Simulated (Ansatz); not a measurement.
Here is the system:

SnC:
```xyz
4
Lattice="3.5533 0.0000 0.0000 -1.7767 3.0773 0.0000 0.0000 0.0000 5.8179" Properties=species:S:1:pos:R:3 pbc="T T T"
Sn     0.0000     2.0515     0.0015
C      1.7767     1.0258     0.7258
Sn     1.7767     1.0258     2.9104
C      0.0000     2.0515     3.6347
```

This is the PBEsol-relaxed structure.

All from DFT-PBEsol in the program Ansatz with PAW potentials, unless another level is named. Predict the Young's modulus.

221 GPa.

Predict the highest zone-centre frequency (without LO–TO term).

637 cm^-1.

Space group P6_3mc (wurtzite). The start of the workflow was typed in or built on a structure type; neither database checked (COD, Materials Project) lists it. Its standing as an ambient phase is unchecked. The cell was relaxed with PBEsol under the symmetry of its start; its stability against distortions is not shown here. Its formation energy is positive at this level, so the cell may be metastable or incomplete. Spin–orbit coupling is left out wherever it is not named.

Potentials: the earlier of the program's two PAW sets. The files were generated under PBE; for other functionals the program regenerates the frozen cores, and for LDA and PBEsol the local potential too.
